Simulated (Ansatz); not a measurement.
The elements of this relaxed trial crystal are hidden behind letters.

```
lattice vectors (Å)
  -3.4621    3.4621    1.3242
   3.4621   -3.4621    1.3242
   3.4621    3.4621   -1.3242
fractional positions
X 0.0000 0.0000 0.0000
Z 0.7275 0.7275 0.4551
Z 0.2725 0.2725 0.5449
Z 0.2725 0.7275 0.0000
Z 0.7275 0.2725 0.0000
```

These are results of DFT PBE, scalar-relativistic, plane waves, PAW, and for the lanthanide a 4f-in-core norm-conserving potential (Ansatz), not measurements. Cutoff 690 eV, Γ-centred 16×16×16 mesh (5-atom cell), Gaussian smearing of 0.10 eV, no spin polarisation.

- Space group: I4/mmm (No. 139)
- Conventional cell: a = 6.924 Å, c = 2.648 Å
- Volume per atom: 12.70 Å³
- Density: 5.41 g/cm³
- Energy over the elements: +0.47 eV/atom
- Gap on the 16×16×16 mesh of the 5-atom cell: 0 eV (a metal)

Energies are uncorrected and count from the elements' standard states at the same level.

Problem. X is a lanthanide and Z is a p-block element of period 2. Which elements are they?

Solution. X = Tb, Z = C, so the formula is TbC4. Density times volume gives a mean mass of 5.41 × 12.70/1.6605 = 41.4 u per atom, and this set has 41.4 u. Among the elements that the hints allow, noble gases aside, only these give it. Tb has 12 C at 2.59–2.67 Å and 2 Tb at 2.65 Å; C has 2 C at 1.40 Å, 3 Tb at 2.59–2.67 Å and 2 C at 2.65 Å.

An odd number of valence electrons (the lanthanide is held trivalent, its 4f shell in the core) allows no gap without spin; another valence of the lanthanide, a larger cell or a magnetic state could open one. A structure relaxed within its symmetry needn't be a true minimum.

The lanthanide is trivalent by construction, without f bands, f moments or other valences. The reference runs of the other elements, and any phases without the lanthanide, used 420 eV, which shifts energies against them by under 10 meV/atom. The lanthanide's reference is the lowest of its hcp, dhcp and fcc cells.
